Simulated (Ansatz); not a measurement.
input.yaml

```yaml
crystal:
  lattice:
    - [3.2805195245, 0.0, 0.0]
    - [0.0, 3.2805195245, 0.0]
    - [0.0, 0.0, 25.5610390491]
  atoms:
    - { symbol: Ta, position: [0.5, 0.5, 0.3325373427] }
    - { symbol: Ta, position: [0.0, 0.0, 0.3967076512] }
    - { symbol: Ta, position: [0.5, 0.5, 0.4611411134] }
    - { symbol: Ta, position: [0.0, 0.0, 0.5263369579] }
    - { symbol: Ta, position: [0.5, 0.5, 0.581509913] }
    - { symbol: O, position: [0.5, 0.5, 0.6738379282] }
basis:
  ecutwfc: 420
kpoints:
  mp_grid: { grid: [9, 9, 1] }
hamiltonian:
  xc: pbesol
scf:
  occupations: { method: gaussian, width: 0.1 }
output:
  forces: true
  eigenvalues: true
  write_density: true
  write_potential: true
  elf: true
  volumetric_format: npy
relax:
  adjacent_minimum: "off"
  f_tol: 0.02
  max_steps: 25
  constraints: [{ sites: [0, 1, 2, 3, 4] }, { site: 5, fix: xy }]
efield:
  axis: 3
  dipole_correction: true
  ramp_width: 0.04
```

Command:
```bash
ansatz run input.yaml --threads 2 --pin off --max-ram 5120MiB --backend cpu --events-out ev --progress --plain --runs-dir out
```

The calculation used DFT PBEsol, scalar-relativistic, plane waves, PAW (Ansatz 0.2.0).

Abridged output:

```
Pseudopotentials: kind: paw
Pseudopotential: Ta, paw, valence charge 13, recommended cutoff 420 eV (normal)
Pseudopotential: O, paw, valence charge 6, recommended cutoff 420 eV (normal)
Functional definition: PBEsol
Crystal: 6 atoms, lattice volume = 275.083 Å³
Basis set: ecut = 420 eV, 5421 PW (Γ), exchange–correlation on 48×48×360 points (8 copies of the dense FFT grid, shifted against one another)
Bands: 43, of which v1, the nominal top of the filled ones, is band 36 counted from 1 (35 counted from 0)
Symmetry: 8 space group operations
Space group: P4mm (ITA 99), of the structure as read, at distance tolerance 6.5e-5 Å
k-points: 15 of 81
Initial density: superposition of atomic densities (neutral atoms: chi_scale 0, normalization atom), corrected by the library's trained network
Initial wavefunctions: pseudopotential atomic-orbital guess
Functional: x = pbesol(κ = 0.804, μ = 0.12345679), c = pbesol(β = 0.046)
SCF iter   1: F=—  HF=-49586.660759 eV  |F-HF|=—  |Δ(HF+E_count)|=         —  Δρ=4.08e-2  dr2=2.57e1  ethr=1.77e-3  p=-0.345 e·Å  D=-2.27e-1 V/Å  ΔV_dip=5.79 eV  dr2_dipole=4.31e0  V_vac-E_F(+/−)=10.05/4.26 eV  ⟨swp⟩=9.4  Hψ=3386  notcnv=0
efield: sawtooth ramp at fractional position 0.9832 (placed from the atoms, in the widest stretch of the axis that holds none; the zero of the levels goes with the place), width 0.0400; the density the first Hamiltonian is built on has a dipole p = -0.345 e·Å; the dipole correction subtracts the counter field D = -2.27e-1 V/Å, which shifts the + side's vacuum level by +5.79 eV against the − side's; the planar-averaged density in the ramp window peaks in size at 4.3e-5 e/Å³
SCF iter   2: F=—  HF=-49586.236622 eV  |F-HF|=—  |Δ(HF+E_count)|=   4.24e-1  Δρ=8.94e-3  dr2=2.62e-1  ethr=1.77e-3  p=-0.327 e·Å  D=-2.15e-1 V/Å  ΔV_dip=5.50 eV  dr2_dipole=2.27e-2  V_vac-E_F(+/−)=9.60/4.10 eV  ⟨swp⟩=3.0  Hψ=942  notcnv=0  defer=22
SCF iter   3: F=—  HF=-49586.250702 eV  |F-HF|=—  |Δ(HF+E_count)|=   1.41e-2  Δρ=2.90e-3  dr2=1.67e-1  ethr=3.68e-4  p=-0.314 e·Å  D=-2.06e-1 V/Å  ΔV_dip=5.28 eV  dr2_dipole=4.61e-2  V_vac-E_F(+/−)=9.51/4.23 eV  ⟨swp⟩=2.3  Hψ=956  notcnv=0  defer=22
SCF iter   4: F=—  HF=-49586.246154 eV  |F-HF|=—  |Δ(HF+E_count)|=   4.55e-3  Δρ=4.96e-4  dr2=1.09e-3  ethr=2.36e-4  p=-0.319 e·Å  D=-2.10e-1 V/Å  ΔV_dip=5.36 eV  dr2_dipole=4.34e-5  V_vac-E_F(+/−)=9.50/4.14 eV  ⟨swp⟩=1.5  Hψ=691  notcnv=0  defer=22
SCF iter   5: F=—  HF=-49586.247106 eV  |F-HF|=—  |Δ(HF+E_count)|=   9.52e-4  Δρ=2.51e-4  dr2=5.08e-4  ethr=1.54e-6  p=-0.318 e·Å  D=-2.09e-1 V/Å  ΔV_dip=5.35 eV  dr2_dipole=5.44e-5  V_vac-E_F(+/−)=9.48/4.13 eV  ⟨swp⟩=3.2  Hψ=1121  notcnv=0  defer=22
SCF iter   6: F=—  HF=-49586.247122 eV  |F-HF|=—  |Δ(HF+E_count)|=   1.60e-5  Δρ=6.85e-5  dr2=3.00e-5  ethr=7.15e-7  p=-0.318 e·Å  D=-2.09e-1 V/Å  ΔV_dip=5.35 eV  dr2_dipole=8.78e-8  V_vac-E_F(+/−)=9.47/4.12 eV  ⟨swp⟩=2.2  Hψ=763  notcnv=0  defer=22
SCF iter   7: F=-49586.247114 eV  HF=-49586.247123 eV  |F-HF|=8.94e-6  |Δ(HF+E_count)|=   1.05e-6  Δρ=3.63e-5  dr2=9.48e-6  ethr=1.41e-8  p=-0.318 e·Å  D=-2.09e-1 V/Å  ΔV_dip=5.34 eV  dr2_dipole=2.57e-6  V_vac-E_F(+/−)=9.47/4.12 eV  ⟨swp⟩=26.7  Hψ=7409  notcnv=0
SCF 1 converged in 7 iterations: F = -49586.247114 eV  dr2 = 9.48e-6
  Residual-converged pass: ⟨swp⟩=1.1  Hψ=706  notcnv=0  max |occ|·‖R‖ = 7.1e-9 eV (tolerance 1.0e-8 eV) dr2=9.48e-6  dr2_onsite=1.44e-7  max |Δocc| = 2.3e-10
relax step   1: F+E_penalty+E_count = -49586.24711389 eV  Δ(F+E_penalty+E_count) = +0.000e0 eV  max|allowed force component| = 4.955e0 eV/Å  Δτ_max = 0.0000 Å  (7 SCF iters, dr2 threshold 1.00e-5 eV, accepted)
Initial density: handed on by an earlier stage of this run
Initial wavefunctions: those handed on with the density
SCF iter   1: F=—  HF=-49587.460538 eV  |F-HF|=—  |Δ(HF+E_count)|=         —  Δρ=2.14e-2  dr2=6.25e0  ethr=3.10e-3  p=-0.318 e·Å  D=-2.09e-1 V/Å  ΔV_dip=5.34 eV  dr2_dipole=2.48e0  V_vac-E_F(+/−)=9.59/4.25 eV  ⟨swp⟩=3.3  Hψ=1320  notcnv=0  defer=15
efield: sawtooth ramp at fractional position 0.9832 (handed on by an earlier solve), width 0.0400; the density the first Hamiltonian is built on has a dipole p = -0.318 e·Å; the dipole correction subtracts the counter field D = -2.09e-1 V/Å, which shifts the + side's vacuum level by +5.34 eV against the − side's; the planar-averaged density in the ramp window peaks in size at 2.0e-6 e/Å³
SCF iter   2: F=—  HF=-49587.293179 eV  |F-HF|=—  |Δ(HF+E_count)|=   1.67e-1  Δρ=6.56e-3  dr2=7.21e-1  ethr=3.10e-3  p=-0.325 e·Å  D=-2.14e-1 V/Å  ΔV_dip=5.47 eV  dr2_dipole=2.94e-1  V_vac-E_F(+/−)=9.59/4.12 eV  ⟨swp⟩=2.1  Hψ=828  notcnv=0  defer=15
SCF iter   3: F=—  HF=-49587.305086 eV  |F-HF|=—  |Δ(HF+E_count)|=   1.19e-2  Δρ=2.70e-3  dr2=1.01e-1  ethr=1.01e-3  p=-0.324 e·Å  D=-2.13e-1 V/Å  ΔV_dip=5.45 eV  dr2_dipole=2.76e-2  V_vac-E_F(+/−)=9.55/4.11 eV  ⟨swp⟩=2.0  Hψ=834  notcnv=0  defer=18
SCF iter   4: F=—  HF=-49587.300855 eV  |F-HF|=—  |Δ(HF+E_count)|=   4.23e-3  Δρ=6.23e-4  dr2=3.97e-3  ethr=1.42e-4  p=-0.321 e·Å  D=-2.11e-1 V/Å  ΔV_dip=5.40 eV  dr2_dipole=1.19e-3  V_vac-E_F(+/−)=9.52/4.12 eV  ⟨swp⟩=2.0  Hψ=798  notcnv=0  defer=18
SCF iter   5: F=—  HF=-49587.300629 eV  |F-HF|=—  |Δ(HF+E_count)|=   2.26e-4  Δρ=1.45e-4  dr2=1.69e-4  ethr=5.60e-6  p=-0.320 e·Å  D=-2.11e-1 V/Å  ΔV_dip=5.39 eV  dr2_dipole=2.23e-6  V_vac-E_F(+/−)=9.50/4.11 eV  ⟨swp⟩=2.1  Hψ=865  notcnv=0  defer=17
SCF iter   6: F=-49587.300577 eV  HF=-49587.300619 eV  |F-HF|=4.22e-5  |Δ(HF+E_count)|=   9.85e-6  Δρ=3.67e-5  dr2=3.41e-5  ethr=1.41e-7  p=-0.319 e·Å  D=-2.10e-1 V/Å  ΔV_dip=5.37 eV  dr2_dipole=1.92e-5  V_vac-E_F(+/−)=9.48/4.11 eV  ⟨swp⟩=25.3  Hψ=8243  notcnv=0
SCF 2 converged in 6 iterations: F = -49587.300577 eV  dr2 = 3.41e-5
relax step   2: F+E_penalty+E_count = -49587.30057716 eV  Δ(F+E_penalty+E_count) = -1.053e0 eV  max|allowed force component| = 5.763e0 eV/Å  Δτ_max = 0.1950 Å  (6 SCF iters, dr2 threshold 1.00e-4 eV, accepted)
SCF iter   1: F=—  HF=-49588.544255 eV  |F-HF|=—  |Δ(HF+E_count)|=         —  Δρ=1.63e-2  dr2=2.85e0  ethr=3.10e-3  p=-0.319 e·Å  D=-2.10e-1 V/Å  ΔV_dip=5.37 eV  dr2_dipole=1.05e0  V_vac-E_F(+/−)=9.57/4.20 eV  ⟨swp⟩=3.9  Hψ=1339  notcnv=0  defer=17
efield: sawtooth ramp at fractional position 0.9832 (handed on by an earlier solve), width 0.0400; the density the first Hamiltonian is built on has a dipole p = -0.319 e·Å; the dipole correction subtracts the counter field D = -2.10e-1 V/Å, which shifts the + side's vacuum level by +5.37 eV against the − side's; the planar-averaged density in the ramp window peaks in size at 9.9e-7 e/Å³
SCF iter   2: F=—  HF=-49588.424113 eV  |F-HF|=—  |Δ(HF+E_count)|=   1.20e-1  Δρ=2.89e-3  dr2=4.70e-2  ethr=3.10e-3  p=-0.313 e·Å  D=-2.06e-1 V/Å  ΔV_dip=5.26 eV  dr2_dipole=6.75e-3  V_vac-E_F(+/−)=9.39/4.13 eV  ⟨swp⟩=1.9  Hψ=834  notcnv=0  defer=19
SCF iter   3: F=—  HF=-49588.423057 eV  |F-HF|=—  |Δ(HF+E_count)|=   1.06e-3  Δρ=1.66e-3  dr2=3.46e-2  ethr=6.63e-5  p=-0.318 e·Å  D=-2.09e-1 V/Å  ΔV_dip=5.35 eV  dr2_dipole=9.42e-3  V_vac-E_F(+/−)=9.45/4.11 eV  ⟨swp⟩=3.0  Hψ=1236  notcnv=0  defer=19
SCF iter   4: F=—  HF=-49588.420874 eV  |F-HF|=—  |Δ(HF+E_count)|=   2.18e-3  Δρ=8.41e-4  dr2=6.45e-3  ethr=4.87e-5  p=-0.316 e·Å  D=-2.08e-1 V/Å  ΔV_dip=5.32 eV  dr2_dipole=1.33e-3  V_vac-E_F(+/−)=9.43/4.11 eV  ⟨swp⟩=1.0  Hψ=644  notcnv=0  defer=19
SCF iter   5: F=—  HF=-49588.420714 eV  |F-HF|=—  |Δ(HF+E_count)|=   1.60e-4  Δρ=1.68e-4  dr2=1.81e-4  ethr=9.09e-6  p=-0.314 e·Å  D=-2.07e-1 V/Å  ΔV_dip=5.29 eV  dr2_dipole=1.84e-5  V_vac-E_F(+/−)=9.40/4.11 eV  ⟨swp⟩=2.1  Hψ=909  notcnv=0  defer=19
SCF iter   6: F=-49588.420662 eV  HF=-49588.420708 eV  |F-HF|=4.55e-5  |Δ(HF+E_count)|=   5.93e-6  Δρ=6.09e-5  dr2=3.79e-5  ethr=1.41e-7  p=-0.314 e·Å  D=-2.07e-1 V/Å  ΔV_dip=5.28 eV  dr2_dipole=1.41e-5  V_vac-E_F(+/−)=9.39/4.11 eV  ⟨swp⟩=25.3  Hψ=8141  notcnv=0
SCF 3 converged in 6 iterations: F = -49588.420662 eV  dr2 = 3.79e-5
relax step   3: F+E_penalty+E_count = -49588.42066227 eV  Δ(F+E_penalty+E_count) = -1.120e0 eV  max|allowed force component| = 5.396e0 eV/Å  Δτ_max = 0.1950 Å  (6 SCF iters, dr2 threshold 1.00e-4 eV, accepted)
SCF iter   1: F=—  HF=-49589.267496 eV  |F-HF|=—  |Δ(HF+E_count)|=         —  Δρ=1.25e-2  dr2=8.87e-1  ethr=1.19e-3  p=-0.314 e·Å  D=-2.07e-1 V/Å  ΔV_dip=5.28 eV  dr2_dipole=2.35e-1  V_vac-E_F(+/−)=9.45/4.17 eV  ⟨swp⟩=1.5  Hψ=2429  notcnv=0  defer=22
efield: sawtooth ramp at fractional position 0.9832 (handed on by an earlier solve), width 0.0400; the density the first Hamiltonian is built on has a dipole p = -0.314 e·Å; the dipole correction subtracts the counter field D = -2.07e-1 V/Å, which shifts the + side's vacuum level by +5.28 eV against the − side's; the planar-averaged density in the ramp window peaks in size at 2.4e-6 e/Å³
SCF iter   2: F=—  HF=-49589.197333 eV  |F-HF|=—  |Δ(HF+E_count)|=   7.02e-2  Δρ=2.81e-3  dr2=4.33e-2  ethr=1.19e-3  p=-0.272 e·Å  D=-1.79e-1 V/Å  ΔV_dip=4.57 eV  dr2_dipole=1.28e-3  V_vac-E_F(+/−)=8.69/4.12 eV  ⟨swp⟩=2.7  Hψ=961  notcnv=0  defer=22
SCF iter   3: F=—  HF=-49589.191786 eV  |F-HF|=—  |Δ(HF+E_count)|=   5.55e-3  Δρ=1.28e-3  dr2=1.62e-2  ethr=6.10e-5  p=-0.291 e·Å  D=-1.91e-1 V/Å  ΔV_dip=4.89 eV  dr2_dipole=3.46e-3  V_vac-E_F(+/−)=9.00/4.11 eV  ⟨swp⟩=3.1  Hψ=1295  notcnv=0  defer=23
SCF iter   4: F=—  HF=-49589.189614 eV  |F-HF|=—  |Δ(HF+E_count)|=   2.17e-3  Δρ=4.35e-4  dr2=1.21e-3  ethr=2.28e-5  p=-0.289 e·Å  D=-1.90e-1 V/Å  ΔV_dip=4.86 eV  dr2_dipole=2.99e-6  V_vac-E_F(+/−)=8.97/4.11 eV  ⟨swp⟩=2.0  Hψ=866  notcnv=0  defer=23
SCF iter   5: F=—  HF=-49589.189620 eV  |F-HF|=—  |Δ(HF+E_count)|=   6.71e-6  Δρ=1.46e-4  dr2=1.17e-4  ethr=1.71e-6  p=-0.289 e·Å  D=-1.90e-1 V/Å  ΔV_dip=4.86 eV  dr2_dipole=3.22e-6  V_vac-E_F(+/−)=8.97/4.11 eV  ⟨swp⟩=2.1  Hψ=905  notcnv=0  defer=23
SCF iter   6: F=-49589.189586 eV  HF=-49589.189621 eV  |F-HF|=3.42e-5  |Δ(HF+E_count)|=   1.72e-7  Δρ=5.22e-5  dr2=3.91e-5  ethr=1.41e-7  p=-0.289 e·Å  D=-1.90e-1 V/Å  ΔV_dip=4.87 eV  dr2_dipole=3.48e-6  V_vac-E_F(+/−)=8.97/4.11 eV  ⟨swp⟩=25.6  Hψ=7818  notcnv=0
SCF 4 converged in 6 iterations: F = -49589.189586 eV  dr2 = 3.91e-5
relax step   4: F+E_penalty+E_count = -49589.18958633 eV  Δ(F+E_penalty+E_count) = -7.689e-1 eV  max|allowed force component| = 1.598e0 eV/Å  Δτ_max = 0.1950 Å  (6 SCF iters, dr2 threshold 1.00e-4 eV, accepted)
SCF iter   1: F=—  HF=-49589.214410 eV  |F-HF|=—  |Δ(HF+E_count)|=         —  Δρ=3.80e-3  dr2=4.21e-2  ethr=1.52e-3  p=-0.289 e·Å  D=-1.90e-1 V/Å  ΔV_dip=4.87 eV  dr2_dipole=1.21e-3  V_vac-E_F(+/−)=8.98/4.12 eV  ⟨swp⟩=2.9  Hψ=1231  notcnv=0  defer=20
efield: sawtooth ramp at fractional position 0.9832 (handed on by an earlier solve), width 0.0400; the density the first Hamiltonian is built on has a dipole p = -0.289 e·Å; the dipole correction subtracts the counter field D = -1.90e-1 V/Å, which shifts the + side's vacuum level by +4.87 eV against the − side's; the planar-averaged density in the ramp window peaks in size at 2.6e-6 e/Å³
SCF iter   2: F=—  HF=-49589.204631 eV  |F-HF|=—  |Δ(HF+E_count)|=   9.78e-3  Δρ=1.30e-3  dr2=5.08e-3  ethr=5.93e-5  p=-0.270 e·Å  D=-1.77e-1 V/Å  ΔV_dip=4.53 eV  dr2_dipole=2.97e-5  V_vac-E_F(+/−)=8.64/4.11 eV  ⟨swp⟩=3.2  Hψ=1341  notcnv=0  defer=20
SCF iter   3: F=—  HF=-49589.203670 eV  |F-HF|=—  |Δ(HF+E_count)|=   9.62e-4  Δρ=2.74e-4  dr2=7.96e-4  ethr=7.16e-6  p=-0.273 e·Å  D=-1.80e-1 V/Å  ΔV_dip=4.60 eV  dr2_dipole=1.32e-4  V_vac-E_F(+/−)=8.71/4.11 eV  ⟨swp⟩=2.9  Hψ=1098  notcnv=0  defer=20
SCF iter   4: F=—  HF=-49589.203604 eV  |F-HF|=—  |Δ(HF+E_count)|=   6.54e-5  Δρ=1.01e-4  dr2=7.12e-5  ethr=1.41e-7  p=-0.273 e·Å  D=-1.79e-1 V/Å  ΔV_dip=4.59 eV  dr2_dipole=7.29e-6  V_vac-E_F(+/−)=8.70/4.11 eV  ⟨swp⟩=23.6  Hψ=7904  notcnv=0
SCF iter   5: F=-49589.203590 eV  HF=-49589.203598 eV  |F-HF|=7.92e-6  |Δ(HF+E_count)|=   6.12e-6  Δρ=3.13e-5  dr2=8.59e-6  ethr=1.00e-7  p=-0.272 e·Å  D=-1.79e-1 V/Å  ΔV_dip=4.58 eV  dr2_dipole=1.89e-6  V_vac-E_F(+/−)=8.69/4.11 eV  ⟨swp⟩=18.2  Hψ=7424  notcnv=0
SCF 5 converged in 5 iterations: F = -49589.203590 eV  dr2 = 8.59e-6
relax step   5: F+E_penalty+E_count = -49589.20359009 eV  Δ(F+E_penalty+E_count) = -1.400e-2 eV  max|allowed force component| = 1.380e0 eV/Å  Δτ_max = 0.0681 Å  (5 SCF iters, dr2 threshold 1.00e-4 eV, accepted)
SCF iter   1: F=—  HF=-49589.224617 eV  |F-HF|=—  |Δ(HF+E_count)|=         —  Δρ=1.54e-3  dr2=7.27e-3  ethr=1.01e-4  p=-0.272 e·Å  D=-1.79e-1 V/Å  ΔV_dip=4.58 eV  dr2_dipole=1.18e-6  V_vac-E_F(+/−)=8.69/4.11 eV  ⟨swp⟩=2.5  Hψ=1275  notcnv=0  defer=12
efield: sawtooth ramp at fractional position 0.9832 (handed on by an earlier solve), width 0.0400; the density the first Hamiltonian is built on has a dipole p = -0.272 e·Å; the dipole correction subtracts the counter field D = -1.79e-1 V/Å, which shifts the + side's vacuum level by +4.58 eV against the − side's; the planar-averaged density in the ramp window peaks in size at 2.7e-6 e/Å³
SCF iter   2: F=—  HF=-49589.222864 eV  |F-HF|=—  |Δ(HF+E_count)|=   1.75e-3  Δρ=5.83e-4  dr2=1.20e-3  ethr=1.02e-5  p=-0.281 e·Å  D=-1.85e-1 V/Å  ΔV_dip=4.73 eV  dr2_dipole=5.25e-6  V_vac-E_F(+/−)=8.84/4.11 eV  ⟨swp⟩=3.2  Hψ=1285  notcnv=0  defer=14
SCF iter   3: F=—  HF=-49589.222660 eV  |F-HF|=—  |Δ(HF+E_count)|=   2.04e-4  Δρ=1.22e-4  dr2=1.08e-4  ethr=1.70e-6  p=-0.280 e·Å  D=-1.84e-1 V/Å  ΔV_dip=4.70 eV  dr2_dipole=6.16e-6  V_vac-E_F(+/−)=8.81/4.11 eV  ⟨swp⟩=2.9  Hψ=1072  notcnv=0  defer=14
SCF iter   4: F=-49589.222649 eV  HF=-49589.222654 eV  |F-HF|=5.02e-6  |Δ(HF+E_count)|=   5.81e-6  Δρ=2.79e-5  dr2=7.31e-6  ethr=1.41e-7  p=-0.280 e·Å  D=-1.84e-1 V/Å  ΔV_dip=4.71 eV  dr2_dipole=1.71e-7  V_vac-E_F(+/−)=8.82/4.11 eV  ⟨swp⟩=21.5  Hψ=7336  notcnv=0
SCF 6 converged in 4 iterations: F = -49589.222649 eV  dr2 = 7.31e-6
relax step   6: F+E_penalty+E_count = -49589.22264877 eV  Δ(F+E_penalty+E_count) = -1.906e-2 eV  max|allowed force component| = 1.417e-2 eV/Å  Δτ_max = 0.0281 Å  (4 SCF iters, dr2 threshold 1.00e-4 eV, accepted)
SCF iter   1: F=—  HF=-49589.222729 eV  |F-HF|=—  |Δ(HF+E_count)|=         —  Δρ=2.80e-5  dr2=7.39e-6  ethr=1.05e-8  p=-0.280 e·Å  D=-1.84e-1 V/Å  ΔV_dip=4.71 eV  dr2_dipole=1.38e-7  V_vac-E_F(+/−)=8.82/4.11 eV  ⟨swp⟩=1.0  Hψ=1650  notcnv=0
efield: sawtooth ramp at fractional position 0.9832 (handed on by an earlier solve), width 0.0400; the density the first Hamiltonian is built on has a dipole p = -0.280 e·Å; the dipole correction subtracts the counter field D = -1.84e-1 V/Å, which shifts the + side's vacuum level by +4.71 eV against the − side's; the planar-averaged density in the ramp window peaks in size at 2.7e-6 e/Å³
SCF iter   2: F=—  HF=-49589.222654 eV  |F-HF|=—  |Δ(HF+E_count)|=   7.52e-5  Δρ=1.47e-5  dr2=8.16e-7  ethr=1.04e-8  p=-0.280 e·Å  D=-1.84e-1 V/Å  ΔV_dip=4.71 eV  dr2_dipole=1.39e-7  V_vac-E_F(+/−)=8.82/4.11 eV  ⟨swp⟩=2.2  Hψ=866  notcnv=0
SCF iter   3: F=—  HF=-49589.222654 eV  |F-HF|=—  |Δ(HF+E_count)|=   4.82e-7  Δρ=5.04e-6  dr2=2.71e-7  ethr=1.41e-10  p=-0.280 e·Å  D=-1.84e-1 V/Å  ΔV_dip=4.71 eV  dr2_dipole=3.24e-9  V_vac-E_F(+/−)=8.82/4.11 eV  ⟨swp⟩=14.7  Hψ=6016  notcnv=0
SCF iter   4: F=-49589.222654 eV  HF=-49589.222654 eV  |F-HF|=1.91e-8  |Δ(HF+E_count)|=   1.79e-8  Δρ=2.36e-6  dr2=4.83e-8  ethr=1.41e-10  p=-0.280 e·Å  D=-1.84e-1 V/Å  ΔV_dip=4.71 eV  dr2_dipole=4.92e-9  V_vac-E_F(+/−)=8.82/4.11 eV  ⟨swp⟩=11.8  Hψ=4893  notcnv=0
SCF 7 converged in 4 iterations: F = -49589.222654 eV  dr2 = 4.83e-8
relax step   7: F+E_penalty+E_count = -49589.22265433 eV  Δ(F+E_penalty+E_count) = -5.557e-6 eV  max|allowed force component| = 1.169e-2 eV/Å  Δτ_max = 0.0000 Å  (4 SCF iters, accepted)
WARN: The output density's exchange-correlation potential varies sharply where the density is thin. Do not read a vacuum level from v_tot or v_xc, or from such a field of the output density. On a cell that repeats whose density bears no net charge and no dipole along the vacuum's axis use v_es (v_loc + v_h of the components); under efield.dipole_correction with no amplitude use v_es + v_field, which holds any external_charges[].barrier, or the levels of the report's work_function block, which leave it out; under a non-zero efield.amplitude the vacuum is tilted and has no level; on a cell that repeats and bears such a dipole with no correction it is tilted too, and efield.dipole_correction wi ...
SCF converged after 4 iterations
Free energy (F): -49589.222654 eV
Harris-Foulkes:  -49589.222654 eV  (|F-HF|=1.91e-8)
Internal energy: -49589.195629 eV  (E = F + TS)
E sigma→0 (E₀):  -49589.209142 eV
Entropy (-TS):   -0.027025 eV (-4.504 meV/atom)
Fermi energy:    2.029619 eV
Dipole field:    D = -0.184183 V/Å  (p = -0.279996 e·Å, saw-weighted, corrected)
Work function:   Φ+ = 8.8183 eV   Φ− = 4.1104 eV
Levels:          The Fermi level and band energies are counted from a zero that moves with the ramp; work functions are not
--- Per-component energies (eV) ---
  E_band       = -1638.054081
  E_kinetic    = 2000.617044
  E_local      = -79480.133095  (includes V_loc(G=0)·N_el)
  E_nonlocal   = 139.919901
  E_hartree    = 38714.255204
  E_xc         = -1153.008882
  E_vxc        = -1106.111076  (∫ρ·V_xc dr)
  E_paw        = -41515.435020  (= ΣΔE_a)
  E_vpaw       = -611.738578  (= ΣTr[D̂ρ^β])
  E_aug_tail   = 0.003020  (compensation charges beyond the density's cutoff)
  E_efield     = 0.025785  (sawtooth field / dipole correction)
  E_vefield    = -9.142906  (∫n·V_field dr)
  E_ewald      = 31703.456893
  E_core_change = 1.103520  (= ΣΔE_core)
  E_smearing   = -0.027025  (= −TS)
--- Forces (eV/Å), atoms counted from 1 ---
  atom   1  Ta     0.00000000     0.00000000     1.30246170
  atom   2  Ta     0.00000000     0.00000000    -1.23832442
  atom   3  Ta     0.00000000     0.00000000    -0.51226746
  atom   4  Ta     0.00000000     0.00000000    -2.57785421
  atom   5  Ta     0.00000000     0.00000000     3.01425826
  atom   6  O      0.00000000     0.00000000     0.01169439
--- Band table (eV; the first three rows and the last of 15) ---
  k-point 0: bands = ["-66.1493", "-65.1932", "-65.0446", "-64.7740", "-64.5630", "-32.7325", "-32.5411", "-32.5411", "-31.9415", "-31.8090", "-31.8087", "-31.8087", "-31.5858", "-31.5858", "-31.5655", "-31.3135", "-31.3135", "-31.0597", "-30.7972", "-30.7972", "-14.0710", "-5.5176", "-3.8952", "-1.8891", "-1.8776", "-1.7742", "-1.0915", "-1.0166", "0.2065", "0.2065", "0.6837", "0.8420", "1.9131", "2.4373", "2.4373", "2.6660", "2.8398", "2.8398", "3.2913", "3.3867", "3.9224", "3.9224", "5.0330"]
  k-point 1: bands = ["-66.1480", "-65.1901", "-65.0452", "-64.7682", "-64.5678", "-32.7366", "-32.5736", "-32.5332", "-31.9749", "-31.8649", "-31.7904", "-31.7794", "-31.6679", "-31.5702", "-31.4737", "-31.3555", "-31.3224", "-31.0284", "-30.8213", "-30.8156", "-14.0560", "-5.2566", "-3.6993", "-1.8000", "-1.7179", "-1.6117", "-1.0951", "-0.8179", "0.0223", "0.1875", "0.7250", "0.8915", "1.8166", "2.1024", "2.2065", "2.3017", "2.7393", "2.7602", "3.3045", "3.9457", "4.0583", "4.1236", "4.8135"]
  k-point 2: bands = ["-66.1448", "-65.1820", "-65.0471", "-64.7517", "-64.5815", "-32.7497", "-32.6506", "-32.5130", "-32.0568", "-31.9479", "-31.7934", "-31.7413", "-31.7073", "-31.5254", "-31.4387", "-31.3791", "-31.3448", "-30.9963", "-30.8908", "-30.8416", "-14.0180", "-4.5265", "-3.2113", "-1.7418", "-1.4405", "-1.2393", "-1.0893", "-0.2934", "-0.2381", "0.1187", "0.7967", "1.3867", "1.4364", "1.6674", "1.6824", "2.2051", "2.3188", "2.8813", "3.1225", "4.2272", "4.2693", "4.4445", "4.5922"]
  k-point 14: bands = ["-66.1309", "-65.1564", "-65.0443", "-64.6954", "-64.6150", "-32.7770", "-32.7758", "-32.6546", "-32.1343", "-32.1295", "-31.9160", "-31.8580", "-31.7287", "-31.6878", "-31.5580", "-31.4407", "-31.4224", "-31.2117", "-30.8351", "-30.8246", "-13.8536", "-2.1815", "-1.8429", "-0.9425", "-0.8522", "-0.8457", "-0.4063", "0.1366", "0.1671", "0.3272", "0.4645", "0.9058", "1.0358", "1.3032", "1.4070", "2.3700", "2.4605", "3.8794", "3.9228", "4.5094", "5.6961", "6.0654", "6.3926"]
--- Relaxed structure (7 steps of the walk, 7 accepted, 0 SCFs on fresh bases) ---
  F+E_penalty+E_count = -49589.22265433 eV   max|allowed force component| = 1.169e-2 eV/Å
  atoms:
    - { symbol: Ta, position: [0.5, 0.5, 0.33253734] }
    - { symbol: Ta, position: [0.0, 0.0, 0.3967076512] }
    - { symbol: Ta, position: [0.5, 0.5, 0.46114111] }
    - { symbol: Ta, position: [0.0, 0.0, 0.5263369579] }
    - { symbol: Ta, position: [0.5, 0.5, 0.581509913] }
    - { symbol: O, position: [0.5, 0.5, 0.64938483] }
```

The relaxation met its thresholds.

It took 20 s on 2 threads of AMD EPYC 9R45 96-Core Processor (Zen 5), on a shared host, peak memory 0.58 GiB.

Spin–orbit coupling is left out, which can shift energies with elements as heavy as these. Spin polarisation was left out, and a magnetic state may lie lower.